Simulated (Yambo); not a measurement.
A BSE run in Yambo for YOF (space group P4/nmm, No. 129) (LDA bands; 8×8×6 mesh, 6 valence and 6 conduction bands, static screening with 53 bands and a 3 Ry block, scissor 1.95 eV, Tamm-Dancoff; field along x) gives:

```csv
state,energy (eV),states within 2 meV,relative strength,class
1,6.11,1,< 0.01,dark
2,6.13,1,< 0.01,dark
3,6.14,2,< 0.01,dark
4,6.21,1,< 0.01,dark
5,6.33,2,1.00,strong
```

Axes are Cartesian, with cell vectors (Å) (3.83, 0.00, 0.00), (0.00, 3.83, 0.00), (0.00, 0.00, 5.45).

Question: What changes when the screening block is changed to 1 Ry?

Answer: The lowest state goes from 6.111 eV to 6.097 eV, and its distance below the direct gap from 0.915 eV to 0.929 eV. These are vertical excitations (zero momentum); the indirect quasiparticle gap, about 6.76 eV, is smaller than the direct one (7.03 eV on the GW mesh). The scissor comes from a G0W0 run whose convergence isn't established.

Geometry of the Materials Project entry, not relaxed at this level; primitive cell a = b = 3.8323 Å, c = 5.4467 Å, α = β = γ = 90.00°.

The structure is a Materials Project entry; no match was found in the copy of COD used, and its stability was not checked.
